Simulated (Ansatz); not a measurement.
Relaxed-ion elastic tensor of AlFe (CsCl type, Pm-3m) in GPa (Voigt order), plane-wave PAW PBE (Ansatz code); density 5.79 g/cm³, 11.87 Å³ per atom.

```
248  139  139  0.0  0.0  0.0
139  248  139  0.0  0.0  0.0
139  139  248  0.0  0.0  0.0
0.0  0.0  0.0  139  0.0  0.0
0.0  0.0  0.0  0.0  139  0.0
0.0  0.0  0.0  0.0  0.0  139
```

Task: Is the crystal mechanically stable?

Result: Yes: the smallest eigenvalue of C is 108 GPa.

Task: Work out the Voigt, Reuss and Hill averages.

Result: K_V = 176, K_R = 176, K_H = 176; G_V = 105, G_R = 85.5, G_H = 95.4 GPa.

Task: Give Young's modulus, Poisson's ratio, Pugh's ratio and the universal anisotropy index.

Result: E = 9KG/(3K + G) = 242 GPa; ν = 0.27; K/G = 1.84 (near the Pugh limit of 1.75, no verdict); A_U = 5G_V/G_R + K_V/K_R − 6 = 1.16.

Task: Estimate the sound speeds and the Debye temperature.

Result: v_l = √((K + 4G/3)/ρ) = 7230 m/s, v_t = √(G/ρ) = 4060 m/s, mean 4520 m/s; Θ = (h/k)(3n/4πV)^(1/3) v_m = 589 K.

The cell was relaxed with PBE under the symmetry of its start. Magnetic state: ferromagnetic, chosen from 4 collinear starts compared on coarse meshes (ties went to the first, and starts can fall back to one state), not a proven ground state. As this level gives no gap, shear constants depend on the k-mesh and smearing (Fermi–Dirac, 0.1 eV here). On the denser mesh and wider smearing of the elastic run this cell carries a stress of 0.3 GPa.

Potentials: the later of the program's two PAW sets.
